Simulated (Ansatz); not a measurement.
# LiSi2: relaxed-ion elastic tensor

Method: Ansatz, DFT PBE, scalar-relativistic, plane waves, PAW. Settings: 420 eV plane-wave cutoff, Γ-centred 12×12×6 mesh, Fermi-Dirac smearing of 0.15 eV. No spin polarisation.

The cell, relaxed at this level:
```yaml
crystal:
  lattice:
    - [1.90793, -4.05350, 0.00000]
    - [1.90793, 4.05350, 0.00000]
    - [0.00000, 0.00000, 5.93856]
  atoms:
    - { symbol: Li, position: [0.95926, 0.04074, 0.25000] }
    - { symbol: Li, position: [0.04074, 0.95926, 0.75000] }
    - { symbol: Si, position: [0.65902, 0.34098, 0.04461] }
    - { symbol: Si, position: [0.34098, 0.65902, 0.54461] }
    - { symbol: Si, position: [0.65902, 0.34098, 0.45539] }
    - { symbol: Si, position: [0.34098, 0.65902, 0.95539] }
```

It was reached by relaxing an invented guess, and it needn't be the stable form of this composition. In a metal, frequencies and elastic constants depend on the k mesh and the smearing, soft modes and shear constants most.

Q: Give the relaxed-ion elastic constants (GPa, Voigt order xx yy zz yz xz xy, on the Cartesian axes of the cell above).

A:
```
129.6  53.2  35.7   0.0   0.0   0.0
 53.2 118.8  -1.3   0.0   0.0   0.0
 35.6  -1.3 133.9   0.0   0.0   0.0
  0.0   0.0   0.0  48.7   0.0   0.0
  0.0   0.0   0.0   0.0  41.8   0.0
  0.0   0.0   0.0   0.0   0.0   7.0
```

Q: Is the crystal stable against homogeneous strain?

A: Too close to call: the least eigenvalue is 7.0 GPa, within what the k mesh leaves open in a metal.
